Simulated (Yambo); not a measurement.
BaO (NiAs type, space group P6_3/mmc, No. 194), G0W0@LDA (Yambo, plasmon pole, terminator in G, 6×6×2 mesh): gap H → M in eV by bands and screening block.

```tsv
bands (W and G)	2 Ry	3 Ry	4 Ry	6 Ry	7 Ry
31	4.48	4.42	?	4.25	4.25
46	4.07	4.01	3.89	3.88	3.88
67	3.85	3.79	3.69	3.72	3.72
94	3.76	3.69	?	3.65	3.66
121	?	3.66	3.57	3.62	3.63
```

Estimate the withheld gaps from their neighbours; the computed values follow.


- 31, 4 Ry: 4.29
- 94, 4 Ry: 3.60
- 121, 2 Ry: 3.73

The largest settings aren't shown to be the converged limit.

Geometry relaxed with LDA; primitive cell a = b = 3.6998 Å, c = 6.4662 Å, α = β = 90.00°, γ = 120.00°.

This is not the ordinary phase of the substance; no match was found in the copy of COD used, and its stability was not checked.
